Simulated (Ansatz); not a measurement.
Space group I4/mmm (No. 139). a = 4.079 Å, b = 4.079 Å, c = 9.883 Å, α = 90.00°, β = 90.00°, γ = 90.00°
```csv
atom,site,symmetry,x,y,z
Y,2a,4/mmm,0.0000,0.0000,0.0000
P,4e,4mm,0.0000,0.0000,0.3893
Pd,4d,-4m2,0.0000,0.5000,0.2500
```

Equation of state of this YP₂Pd₂ structure (not necessarily the ground state), with shape and atoms relaxed at each volume where symmetry leaves them free. It has no gap at any of these volumes. Theory: DFT r2SCAN, scalar-relativistic, plane waves, PAW in Ansatz 0.2.0.

Cutoff 500 eV; k points 12×12×12 on the computed 5-atom cell (Γ-centred); Gaussian smearing, width 0.10 eV; no spin polarisation.

```csv
V (Å³/atom),E − E(largest V) (meV/atom),P (GPa)
15.456,5.96,10.17
15.950,-16.55,4.64
16.443,-23.45,0.00
16.936,-17.24,-3.90
17.429,0.00,-7.18
```

Problem. Fit a third-order Birch–Murnaghan equation to E(V).

Solution. V0 = 16.44 Å³/atom, B0 = 142 GPa, B0' = 4.8.

Cost: 5 runs of about 20 core-minutes in all, on Arm Neoverse V1 (shared hosts).